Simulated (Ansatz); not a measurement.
B4C in space group Cm (No. 8; Pearson symbol mS30), the program Ansatz at the PBEsol level (PAW). The conduction-band minimum lies at A, with 1 equivalent valley. Second derivatives d²E/dk² of the lowest band at one valley (eV·Å²), along Cartesian directions:

| direction | d²E/dk² |
|---|---|
| [100] | 2.634 |
| [010] | 4.604 |
| [001] | 22.07 |
| [110] | 3.619 |
| [101] | 16.17 |
| [011] | 13.33 |

Problem. Find the principal effective masses, the density-of-states mass and the conductivity mass.

Solution. Off-diagonal terms follow from H_xy = H[110] − (H_xx + H_yy)/2, and m*/mₑ = 7.620 eV·Å² over each eigenvalue: 0.33, 1.7, 4.0. One valley's DOS mass (m₁m₂m₃)^(1/3) = 1.3, conductivity mass 3/(Σ 1/mᵢ) = 0.78 mₑ.

Problem. What effective density of states Nc follows at 300 K for parabolic valleys?

Solution. Nc = 2.509e19 × 1 × (1.3)^(3/2) ≈ 3.7e19 cm⁻³.

Problem. With the computed static dielectric constant 8.41 (mean of the diagonal), estimate a hydrogenic donor's binding energy and radius.

Solution. E = 13.606 eV × 0.78/8.41² ≈ 150 meV; a = 0.529 Å × ε/m* ≈ 5.7 Å. Semilocal masses tend to be too small when the gap is underestimated.

The workflow started from a Materials Project entry (that database holds measured and hypothetical structures alike); the Crystallography Open Database copy checked does not list it. Its standing as an ambient phase is unchecked. Symmetry was held in the PBEsol relaxation; whether a distortion lowers the energy is not shown.

Potentials: the earlier of the program's two PAW sets. The files were generated under PBE; for other functionals the program regenerates the frozen cores, and for LDA and PBEsol the local potential too.
